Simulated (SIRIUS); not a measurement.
Input and output of a self-consistent single point for Si₂W (I4/mmm, 3 atoms in the cell; from Materials Project mp-1620, changed as shown) (SIRIUS).

Method: PBE, PseudoDojo 0.5 standard norm-conserving PBE (tails mended) pseudopotentials (plane waves; SIRIUS 7.12.0).

The change in words: volume scaled by 1.04. Reference geometry (I4/mmm):
```xyz
3
Lattice="-1.6080 1.6080 3.9026 1.6080 -1.6080 3.9026 1.6080 1.6080 -3.9026" Properties=species:S:1:pos:R:3 pbc="T T T"
Si     0.0000     0.0000     2.6147
Si     0.0000     0.0000     5.1905
W      0.0000     0.0000     0.0000
```

Reference input (self-consistent single point, DFT, PBE, plane waves, PseudoDojo 0.5 standard norm-conserving PBE (tails mended) pseudopotentials): parameters.ngridk = 12 12 12; parameters.xc_functionals = [XC_GGA_X_PBE, XC_GGA_C_PBE]; parameters.gk_cutoff = 8.602 1/bohr; parameters.pw_cutoff = 17.205 1/bohr; parameters.smearing = fermi_dirac; parameters.smearing_width = 0.00367493 Ha; potentials = PseudoDojo 0.5 standard norm-conserving PBE (tails mended) pseudopotentials; parameters.electronic_structure_method = pseudopotential; parameters.num_bands = 15; parameters.num_mag_dims = 0; parameters.num_dft_iter = 100; parameters.energy_tol = 1e-07 Ha. This run's input differs from it in these lines:

```diff
@@ -32,5 +32,5 @@
     "lattice_vectors": [
-      [-3.0386947262, 3.0386947262, 7.3748262767],
-      [3.0386947262, -3.0386947262, 7.3748262767],
-      [3.0386947262, 3.0386947262, -7.3748262767]
+      [-3.078681331, 3.078681331, 7.4718712721],
+      [3.078681331, -3.078681331, 7.4718712721],
+      [3.078681331, 3.078681331, -7.4718712721]
     ],
```

Log, with long lists cut:

```
[find] density tolerance         : 1e-06
[find] total energy tolerance    : 1e-07
[find] iter_solver_tol (initial) : 0.01
[find] iter_solver_tol (target)  : 1e-13
[find] num_dft_iter              : 100
Charges and magnetic moments
--------------------------------------------------------------------------------
total charge          : 22.000000
[find] | SCF iteration   0 out of 100|
[diagonalize] iterative solver tolerance (occupied, empty): 0.01 0.01
[diagonalize] average number of iterations: 2.31288
[find] Charges and magnetic moments
[find] total charge          : 22.000000
[find] Energy
   [... lines left out ...]

[find] Charges and magnetic moments
[find] total charge          : 22.000000
[find] Energy
[find] smearing (-TS)                 :      -0.00043545
[find] Total energy                   :     -84.35184802 (Ha),    -168.70369603 (Ry)
[find] Free energy (E-TS)             :     -84.35228347 (Ha),    -168.70456693 (Ry)
[find] band gap (eV)                  :       0.00000000
[find] Efermi                         :       0.58839331
[find] iteration : 25, RMS (target) : 7.9717e-07 (1.0000e-06) , energy difference (target) : 4.7299e-09 (1.0000e-07)
[find] bands are converged : false
[find] iterative solver converged : false
[find] converged after 26 SCF iterations!
[find] Charges and magnetic moments
[find] total charge          : 22.000000
[find] Energy
[find] smearing (-TS)                 :      -0.00043545
[find] Total energy                   :     -84.35184802 (Ha),    -168.70369603 (Ry)
[find] Free energy (E-TS)             :     -84.35228347 (Ha),    -168.70456693 (Ry)
[find] band gap (eV)                  :       0.00000000
[find] Efermi                         :       0.58839331
[ground_state] === stress tensor components [kbar] ===
[ground_state] === stress_total ===
[ground_state]    49.611629    0.000000    0.000000
[ground_state]     0.000000   49.611629    0.000000
[ground_state]     0.000000    0.000000   39.314522
[ground_state] ==== total Forces in Ha/bohr =====
[ground_state] atom:    0, force:      -0.0000000     -0.0000000     -0.0003868
[ground_state] atom:    1, force:       0.0000000      0.0000000      0.0003868
[ground_state] atom:    2, force:       0.0000000      0.0000000      0.0000000
```

The run converged in 26 iterations. SIRIUS prints the stress tensor with tension positive. Against the reference run the free energy rises by 1.6 meV/atom, the pressure goes from 3.93 to -4.62 GPa and the largest force goes from 0.126 to 0.020 eV/Å.

The structure comes from a collection of computed structures, made at another level of theory; the collection holds predicted forms beside known ones. Its lattice was then scaled.

Cost on one core: around 4 core-minutes (rough).

The gap that the log prints is read on the run's mesh, which can miss the band edges or a crossing.

“Tails mended”: in these copies of the files the far tail of each local potential was reset to the Coulomb form.
